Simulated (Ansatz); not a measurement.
# What a change of settings does to a run on LuSi₂

Structure from Materials Project entry mp-1103 (possibly hypothetical), not relaxed further.

First run: DFT, r2SCAN, all-electron PAW with datasets made for the crystal, scalar-relativistic (Ansatz 0.2.0).

Command: `ansatz run input.yaml --threads 1 --pin off --max-ram 4096MiB --backend cpu --events-out ev --progress --plain --runs-dir out` The run took 39 s on 1 thread of Arm Neoverse V2, with other jobs on the host, peak memory 0.85 GiB.

```yaml
crystal:
  lattice:
    - [4.0893360604, 0.0, 0.0]
    - [-2.0446680302, 3.5414689129, 0.0]
    - [0.0, 0.0, 3.796218]
  atoms:
    - { symbol: Lu, position: [0.0, 0.0, 0.0] }
    - { symbol: Si, position: [0.3333333333, 0.6666666667, 0.5] }
    - { symbol: Si, position: [0.6666666667, 0.3333333333, 0.5] }
kpoints:
  mp_grid: { grid: [9, 9, 9] }
  band_path:
    path:
      - [0.0, 0.0, 0.0]
      - [0.5, 0.0, 0.0]
      - [0.3333333333, 0.3333333333, 0.0]
      - [0.0, 0.0, 0.0]
      - [0.0, 0.0, 0.5]
      - [0.5, 0.0, 0.5]
      - [0.3333333333, 0.3333333333, 0.5]
      - [0.0, 0.0, 0.5]
      - [0.5, 0.0, 0.5]
    npoints: 8
scf:
  occupations: { method: fermi_dirac, width: 0.08 }
hamiltonian:
  xc: r2scan
  pseudopotentials: { kind: all_electron, datasets: crystal }
output:
  forces: true
  stress: true
  eigenvalues: true
  efg: { contact_densities: true }
```

Result: converged; pressure -2.07 GPa; 11 SCF iterations.

No spin–orbit coupling, which matters for the heavy atoms here.

The input is then changed:

```diff
@@ -9,5 +9,5 @@
     - { symbol: Si, position: [0.6666666667, 0.3333333333, 0.5] }
 kpoints:
-  mp_grid: { grid: [9, 9, 9] }
+  mp_grid: { grid: [9, 9, 9], shift: [0.5, 0.5, 0.5] }
   band_path:
     path:
@@ -23,5 +23,5 @@
     npoints: 8
 scf:
-  occupations: { method: fermi_dirac, width: 0.08 }
+  occupations: { method: cold, width: 0.005 }
 hamiltonian:
   xc: r2scan
```

(1) What does the second run give?

Answers

(1) It converged; energy at zero smearing -0.6 meV/atom from the first run; pressure -2.25 GPa; largest force 0.047 eV/Å; 11 SCF iterations.
